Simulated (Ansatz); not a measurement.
BP in space group P6_222 (No. 180; B on 3d, P on 3c) at seven volumes, PBE+D3(BJ) in the plane-wave PAW code Ansatz, shape and atoms relaxed at each. One row is withheld.

| V (Å³/atom) | P (GPa) |
|---|---|
| 9.588 | 20.61 |
| 9.905 | 12.69 |
| 10.221 | 5.89 |
| 10.537 | 0.01 |
| 10.853 | ? |
| 11.169 | -9.42 |
| 11.485 | -13.17 |

Problem. Fit the shown pressures and predict the withheld one.

Solution. P = (3/2)B₀(x^(7/2) − x^(5/2))[1 + (3/4)(B′ − 4)(x − 1)] with x = (V₀/V)^(2/3). Least squares on the six rows gives V₀ = 10.538 Å³/atom, B₀ = 181 GPa, B′ = 3.92. At V = 10.853, x = 0.9806 and P = -5.03 GPa. The run itself gave -5.05 GPa.

The start of the workflow was typed in or built on a structure type; neither database checked (COD, Materials Project) lists it. It is not the phase usual at ambient conditions (space group No. 216). The PBE+D3(BJ) relaxation kept the symmetry of its start; whether a distortion lowers the energy is not shown.

Potentials: the later of the program's two PAW sets.
